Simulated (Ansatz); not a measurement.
Ba4Sb2O in space group I4/mmm (No. 139; Ba on 4e, Ba on 4c, Sb on 4e, O on 2b), PBEsol (plane waves, PAW; program Ansatz). The conduction-band minimum lies at M, with 1 equivalent valley. Second derivatives d²E/dk² of the lowest band at one valley (eV·Å²), along Cartesian directions:

| direction | d²E/dk² |
|---|---|
| [100] | 66.22 |
| [010] | 66.22 |
| [001] | 9.533 |
| [110] | 66.38 |
| [101] | 37.95 |
| [011] | 37.95 |

Problem. Find the principal effective masses, the density-of-states mass and the conductivity mass.

Solution. Off-diagonal terms follow from H_xy = H[110] − (H_xx + H_yy)/2, and m*/mₑ = 7.620 eV·Å² over each eigenvalue: 0.11, 0.12, 0.80. One valley's DOS mass (m₁m₂m₃)^(1/3) = 0.22, conductivity mass 3/(Σ 1/mᵢ) = 0.16 mₑ.

Problem. What effective density of states Nc follows at 300 K for parabolic valleys?

Solution. Nc = 2.509e19 × 1 × (0.22)^(3/2) ≈ 2.6e18 cm⁻³.

The first step of the workflow began from a Materials Project structure, measured or hypothetical; the Crystallography Open Database files this formula in space group No. 139, but the cells were not matched. Whether it is the stable phase at ambient conditions was not checked. Symmetry was held in the PBEsol relaxation; whether a distortion lowers the energy is not shown. Scalar-relativistic: spin–orbit coupling is off unless named, which matters more the heavier the elements.

Potentials: the later of the program's two PAW sets.

Edges and masses are those of Kohn–Sham bands, whose gap is no quasiparticle gap.
